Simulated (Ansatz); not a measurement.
Si:
```xyz
12
Lattice="5.6712 0.0000 0.0000 0.0000 5.6712 0.0000 0.0000 0.0000 6.8495" Properties=species:S:1:pos:R:3 pbc="T T T"
Si     0.4482     0.4482     0.0000
Si     2.3874     3.2838     5.1371
Si     5.2231     5.2231     3.4247
Si     3.2838     2.3874     1.7124
Si     0.9343     2.1174     1.6179
Si     0.7183     3.7699     6.7550
Si     4.7370     3.5539     5.0426
Si     4.9530     1.9014     3.3303
Si     3.7699     0.7183     0.0945
Si     3.5539     4.7370     1.8069
Si     1.9014     4.9530     3.5192
Si     2.1174     0.9343     5.2316
```

Cartesian axes are those of the cell as given.

### Question
Give the proper piezoelectric stress tensor with relaxed ions from the program Ansatz at the r²SCAN level (PAW).

### Answer
In C/m², rows x, y, z, Voigt columns; mesh uncertainty up to 0.01.
```
 0.00   0.00   0.00  -0.12   0.00   0.00
 0.00   0.00   0.00   0.00   0.12   0.00
 0.00   0.00   0.00   0.00   0.00   0.00
```

The elastic tensor of the same run (GPa):

```json
[
 {"": "1", "1": "210", "2": "31.5", "3": "39.5", "4": "0.0", "5": "0.0", "6": "0.0"},
 {"": "2", "1": "31.5", "2": "210", "3": "39.5", "4": "0.0", "5": "0.0", "6": "0.0"},
 {"": "3", "1": "39.5", "2": "39.5", "3": "128", "4": "0.0", "5": "0.0", "6": "0.0"},
 {"": "4", "1": "0.0", "2": "0.0", "3": "0.0", "4": "71.9", "5": "0.0", "6": "0.0"},
 {"": "5", "1": "0.0", "2": "0.0", "3": "0.0", "4": "0.0", "5": "71.9", "6": "0.0"},
 {"": "6", "1": "0.0", "2": "0.0", "3": "0.0", "4": "0.0", "5": "0.0", "6": "58.2"}
]
```

### Question
Convert to strain constants d = e·S.

### Answer
In pC/N:
```
 0.0   0.0   0.0  -1.7   0.0   0.0
 0.0   0.0   0.0   0.0   1.7   0.0
 0.0   0.0   0.0   0.0   0.0   0.0
```

Space group P4_32_12. The start of the workflow was typed in or built on a structure type; neither database checked (COD, Materials Project) lists it. It is not the phase usual at ambient conditions (space group No. 227). The cell was relaxed with r²SCAN under the symmetry of its start; whether a distortion lowers the energy is not shown.

Potentials: the earlier of the program's two PAW sets.
